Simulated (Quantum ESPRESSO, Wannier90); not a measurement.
# Tight-binding from DFT: Sn (diamond)

```xyz
2
Lattice="0.0000 3.2850 3.2850 3.2850 0.0000 3.2850 3.2850 3.2850 0.0000" Properties=species:S:1:pos:R:3 pbc="T T T"
Sn     3.2850     3.2850     3.2850
Sn    -1.6425    -1.6425    -1.6425
```

Materials Project entry mp-117; symmetrised, unrelaxed at this level. COD (Crystallography Open Database) has the formula in 5 space groups, this one among them (matched by group alone). Computed values, not measurements, from PBEsol: Quantum ESPRESSO (norm-conserving PseudoDojo potentials, cutoff 58 Ry, no spin polarisation, no spin-orbit coupling) on a Γ-centred 8×8×8 mesh, then Wannier90. Density: 12×12×12 mesh, cold smearing 0.01 Ry. Spin-orbit coupling is left out although heavy elements are present.

A tight-binding model is made by disentanglement and projection with no localisation steps (num_iter = 0), so the 8 orbitals stay atom-like: hydrogen-like Sn: s;p, axes along x, y, z; frozen window up to 1.50 eV relative to the Fermi level. It follows pw.x to 6.3 meV rms for states up to 1.0 eV relative to the Fermi level. Matrix elements depend on this choice of orbitals and windows.

The 45 largest hoppings ⟨m,0|H|n,R⟩ between different sites (one of each Hermitian pair; signs follow the real orbitals' lobes; the list may end inside a set of equal values):

```json
[
 {"m": "Sn1 s", "n": "Sn2 s", "R": "1 0 1", "distance of the centres (Å)": "2.84", "t (eV)": "-1.153"},
 {"m": "Sn1 s", "n": "Sn2 s", "R": "1 1 1", "distance of the centres (Å)": "2.84", "t (eV)": "-1.153"},
 {"m": "Sn1 s", "n": "Sn2 s", "R": "1 1 0", "distance of the centres (Å)": "2.84", "t (eV)": "-1.153"},
 {"m": "Sn1 s", "n": "Sn2 s", "R": "0 1 1", "distance of the centres (Å)": "2.84", "t (eV)": "-1.153"},
 {"m": "Sn1 pz", "n": "Sn2 px", "R": "1 1 1", "distance of the centres (Å)": "2.84", "t (eV)": "1.072"},
 {"m": "Sn1 py", "n": "Sn2 px", "R": "0 1 1", "distance of the centres (Å)": "2.84", "t (eV)": "-1.071"},
 {"m": "Sn1 py", "n": "Sn2 px", "R": "1 1 0", "distance of the centres (Å)": "2.84", "t (eV)": "1.071"},
 {"m": "Sn1 pz", "n": "Sn2 px", "R": "1 0 1", "distance of the centres (Å)": "2.85", "t (eV)": "1.071"},
 {"m": "Sn1 px", "n": "Sn2 pz", "R": "1 1 1", "distance of the centres (Å)": "2.84", "t (eV)": "1.071"},
 {"m": "Sn1 py", "n": "Sn2 pz", "R": "1 1 1", "distance of the centres (Å)": "2.84", "t (eV)": "1.071"},
 {"m": "Sn1 py", "n": "Sn2 pz", "R": "1 0 1", "distance of the centres (Å)": "2.85", "t (eV)": "-1.071"},
 {"m": "Sn1 py", "n": "Sn2 pz", "R": "1 1 0", "distance of the centres (Å)": "2.84", "t (eV)": "-1.071"},
 {"m": "Sn1 py", "n": "Sn2 px", "R": "1 1 1", "distance of the centres (Å)": "2.84", "t (eV)": "1.071"},
 {"m": "Sn1 py", "n": "Sn2 px", "R": "1 0 1", "distance of the centres (Å)": "2.85", "t (eV)": "-1.071"},
 {"m": "Sn1 pz", "n": "Sn2 py", "R": "1 0 1", "distance of the centres (Å)": "2.85", "t (eV)": "-1.071"},
 {"m": "Sn1 pz", "n": "Sn2 py", "R": "1 1 1", "distance of the centres (Å)": "2.84", "t (eV)": "1.071"},
 {"m": "Sn1 px", "n": "Sn2 pz", "R": "1 0 1", "distance of the centres (Å)": "2.85", "t (eV)": "1.071"},
 {"m": "Sn1 pz", "n": "Sn2 py", "R": "1 1 0", "distance of the centres (Å)": "2.84", "t (eV)": "-1.071"},
 {"m": "Sn1 py", "n": "Sn2 pz", "R": "0 1 1", "distance of the centres (Å)": "2.84", "t (eV)": "1.071"},
 {"m": "Sn1 pz", "n": "Sn2 py", "R": "0 1 1", "distance of the centres (Å)": "2.84", "t (eV)": "1.071"},
 {"m": "Sn1 pz", "n": "Sn2 px", "R": "1 1 0", "distance of the centres (Å)": "2.84", "t (eV)": "-1.071"},
 {"m": "Sn1 pz", "n": "Sn2 px", "R": "0 1 1", "distance of the centres (Å)": "2.85", "t (eV)": "-1.071"},
 {"m": "Sn1 px", "n": "Sn2 py", "R": "0 1 1", "distance of the centres (Å)": "2.84", "t (eV)": "-1.071"},
 {"m": "Sn1 px", "n": "Sn2 py", "R": "1 1 0", "distance of the centres (Å)": "2.84", "t (eV)": "1.071"},
 {"m": "Sn1 px", "n": "Sn2 py", "R": "1 1 1", "distance of the centres (Å)": "2.84", "t (eV)": "1.071"},
 {"m": "Sn1 px", "n": "Sn2 py", "R": "1 0 1", "distance of the centres (Å)": "2.85", "t (eV)": "-1.071"},
 {"m": "Sn1 px", "n": "Sn2 pz", "R": "1 1 0", "distance of the centres (Å)": "2.84", "t (eV)": "-1.071"},
 {"m": "Sn1 px", "n": "Sn2 pz", "R": "0 1 1", "distance of the centres (Å)": "2.85", "t (eV)": "-1.071"},
 {"m": "Sn1 s", "n": "Sn2 px", "R": "1 0 1", "distance of the centres (Å)": "2.84", "t (eV)": "-1.062"},
 {"m": "Sn1 s", "n": "Sn2 px", "R": "1 1 1", "distance of the centres (Å)": "2.84", "t (eV)": "1.062"},
 {"m": "Sn1 s", "n": "Sn2 px", "R": "0 1 1", "distance of the centres (Å)": "2.84", "t (eV)": "1.062"},
 {"m": "Sn1 py", "n": "Sn2 s", "R": "0 1 1", "distance of the centres (Å)": "2.84", "t (eV)": "1.062"},
 {"m": "Sn1 s", "n": "Sn2 pz", "R": "1 0 1", "distance of the centres (Å)": "2.84", "t (eV)": "-1.062"},
 {"m": "Sn1 s", "n": "Sn2 px", "R": "1 1 0", "distance of the centres (Å)": "2.85", "t (eV)": "-1.062"},
 {"m": "Sn1 py", "n": "Sn2 s", "R": "1 1 0", "distance of the centres (Å)": "2.84", "t (eV)": "1.062"},
 {"m": "Sn1 s", "n": "Sn2 pz", "R": "1 1 1", "distance of the centres (Å)": "2.84", "t (eV)": "1.062"},
 {"m": "Sn1 s", "n": "Sn2 py", "R": "0 1 1", "distance of the centres (Å)": "2.84", "t (eV)": "-1.062"},
 {"m": "Sn1 pz", "n": "Sn2 s", "R": "1 0 1", "distance of the centres (Å)": "2.84", "t (eV)": "1.062"},
 {"m": "Sn1 py", "n": "Sn2 s", "R": "1 0 1", "distance of the centres (Å)": "2.85", "t (eV)": "-1.062"},
 {"m": "Sn1 s", "n": "Sn2 pz", "R": "1 1 0", "distance of the centres (Å)": "2.84", "t (eV)": "1.062"},
 {"m": "Sn1 pz", "n": "Sn2 s", "R": "1 1 1", "distance of the centres (Å)": "2.84", "t (eV)": "-1.062"},
 {"m": "Sn1 py", "n": "Sn2 s", "R": "1 1 1", "distance of the centres (Å)": "2.84", "t (eV)": "-1.062"},
 {"m": "Sn1 s", "n": "Sn2 pz", "R": "0 1 1", "distance of the centres (Å)": "2.85", "t (eV)": "-1.062"},
 {"m": "Sn1 px", "n": "Sn2 s", "R": "1 0 1", "distance of the centres (Å)": "2.84", "t (eV)": "1.062"},
 {"m": "Sn1 s", "n": "Sn2 py", "R": "1 1 0", "distance of the centres (Å)": "2.84", "t (eV)": "-1.062"}
]
```
